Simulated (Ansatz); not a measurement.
Mg5ZnO6 (P-4m2) at 2 levels of theory

One geometry, relaxed with PBE; plane waves with PAW potentials in Ansatz, scalar-relativistic. No spin polarisation. Gaps are the least over mesh and band path; pressure is positive in compression.

```cif
data_structure
_symmetry_space_group_name_H-M 'P 1'
_symmetry_Int_Tables_number 1
_cell_length_a 3.2678
_cell_length_b 3.2678
_cell_length_c 13.7795
_cell_angle_alpha 90.000
_cell_angle_beta 90.000
_cell_angle_gamma 90.000
_cell_volume 147.15
loop_
_atom_site_label
_atom_site_type_symbol
_atom_site_fract_x
_atom_site_fract_y
_atom_site_fract_z
_atom_site_occupancy
Mg1 Mg 0.00000 0.00000 0.00000 1
Mg2 Mg 0.50000 0.50000 0.16697 1
Mg3 Mg 0.00000 0.00000 0.33402 1
Mg4 Mg 0.00000 0.00000 0.66598 1
Mg5 Mg 0.50000 0.50000 0.83303 1
Zn1 Zn 0.50000 0.50000 0.50000 1
O1 O 0.50000 0.00000 0.08348 1
O2 O 0.00000 0.50000 0.25048 1
O3 O 0.50000 0.00000 0.41566 1
O4 O 0.00000 0.50000 0.58434 1
O5 O 0.50000 0.00000 0.74952 1
O6 O 0.00000 0.50000 0.91652 1
```

```
level  cutoff (eV)  k mesh  gap (eV)  pressure (GPa)
  PBE          420   8×8×2      2.51             0.0
```

What comes out on the same cell with r2SCAN?

```
 level  cutoff (eV)  k mesh  gap (eV)  pressure (GPa)
r2SCAN          500   8×8×2      3.06            -4.1
```

The structure comes from a generated guess; another structure or a mixture of phases may lie lower.
